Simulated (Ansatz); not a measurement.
# Cost of a DFT run on Si₁₅AsC₁₆

```yaml
crystal:
  lattice:
    - [6.152, 0.0, 0.0]
    - [-3.076, 5.327788284, 0.0]
    - [0.0, 0.0, 10.096]
  atoms:
    - { symbol: As, position: [0.1666666666, 0.3333333334, 0.0] }
    - { symbol: Si, position: [0.1666666666, 0.3333333334, 0.5] }
    - { symbol: Si, position: [0.1666666666, 0.8333333334, 0.0] }
    - { symbol: Si, position: [0.1666666666, 0.8333333334, 0.5] }
    - { symbol: Si, position: [0.6666666666, 0.3333333334, 0.0] }
    - { symbol: Si, position: [0.6666666666, 0.3333333334, 0.5] }
    - { symbol: Si, position: [0.6666666666, 0.8333333334, 0.0] }
    - { symbol: Si, position: [0.6666666666, 0.8333333334, 0.5] }
    - { symbol: Si, position: [0.3333333334, 0.1666666666, 0.25] }
    - { symbol: Si, position: [0.3333333334, 0.1666666666, 0.75] }
    - { symbol: Si, position: [0.3333333334, 0.6666666666, 0.25] }
    - { symbol: Si, position: [0.3333333334, 0.6666666666, 0.75] }
    - { symbol: Si, position: [0.8333333334, 0.1666666666, 0.25] }
    - { symbol: Si, position: [0.8333333334, 0.1666666666, 0.75] }
    - { symbol: Si, position: [0.8333333334, 0.6666666666, 0.25] }
    - { symbol: Si, position: [0.8333333334, 0.6666666666, 0.75] }
    - { symbol: C, position: [0.1666666666, 0.3333333334, 0.1925] }
    - { symbol: C, position: [0.1666666666, 0.3333333334, 0.6925] }
    - { symbol: C, position: [0.1666666666, 0.8333333334, 0.1925] }
    - { symbol: C, position: [0.1666666666, 0.8333333334, 0.6925] }
    - { symbol: C, position: [0.6666666666, 0.3333333334, 0.1925] }
    - { symbol: C, position: [0.6666666666, 0.3333333334, 0.6925] }
    - { symbol: C, position: [0.6666666666, 0.8333333334, 0.1925] }
    - { symbol: C, position: [0.6666666666, 0.8333333334, 0.6925] }
    - { symbol: C, position: [0.3333333334, 0.1666666666, 0.4425] }
    - { symbol: C, position: [0.3333333334, 0.1666666666, 0.9425] }
    - { symbol: C, position: [0.3333333334, 0.6666666666, 0.4425] }
    - { symbol: C, position: [0.3333333334, 0.6666666666, 0.9425] }
    - { symbol: C, position: [0.8333333334, 0.1666666666, 0.4425] }
    - { symbol: C, position: [0.8333333334, 0.1666666666, 0.9425] }
    - { symbol: C, position: [0.8333333334, 0.6666666666, 0.4425] }
    - { symbol: C, position: [0.8333333334, 0.6666666666, 0.9425] }
total_charge: 1
kpoints:
  mp_grid: { grid: [4, 4, 2] }
scf:
  occupations: { method: fermi_dirac, width: 0.01 }
hamiltonian:
  xc: pbe
  pseudopotentials: { kind: paw }
output:
  forces: true
  stress: true
  populations: true
  efg: { quadrupole_moments_barn: { As: 0.311 }, contact_densities: true }
relax:
  f_tol: 0.03
  max_steps: 40
```

```sh
ansatz run input.yaml --threads 1 --pin off --max-ram 3072MiB --backend cpu --events-out ev --progress --plain --runs-dir out
```

It runs on 1 thread of Arm Neoverse V2 (aarch64; 8 cores open to the job, memory cap 3.0 GiB, no GPU), a shared host with a load of 0.6 a core.

Question: Estimate the wall time and the peak memory.

Answer: About 89 s of wall time (89 s of CPU time) and 0.74 GiB. The run holds 138 valence electrons in 101 bands, about 6459 plane waves a k-point and 8 irreducible k-points, and took 26 SCF iterations, over 5 ionic steps. Times on a shared host vary by tens of per cent.
